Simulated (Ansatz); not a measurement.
A: Al2Cu (Al2Cu type, space group I4/mcm), a = b = 6.006 Å, c = 4.790 Å, α = β = γ = 90.00°
B: NiSi (MnP type, space group Pnma), a = 5.119 Å, b = 3.342 Å, c = 5.563 Å, α = 90.00°, β = 90.00°, γ = 90.00°
C: Mg (hcp, Mg type), a = 3.173 Å, b = 3.173 Å, c = 5.182 Å, α = 90.00°, β = 90.00°, γ = 120.00°

Scan: energy against volume (even scaling of the relaxed cell, symmetry kept). One method and one kind of scan serve all of them; meshes and ranges differ. Al2Cu is run without spin polarisation. All were relaxed with their symmetry unable to fall. NiSi is run without spin polarisation.

Question: Rank these by bulk modulus at fixed cell shape (fitted) (highest first), as r2SCAN (plane waves to 500 eV, PAW, scalar-relativistic; Ansatz, a quantum-chemistry and plane-wave program) gives it.

Answer: B (181 GPa), A (114 GPa), C (39.6 GPa)

(Under strain, the slope of the energy per volume gives the stress and its curvature an elastic modulus.)
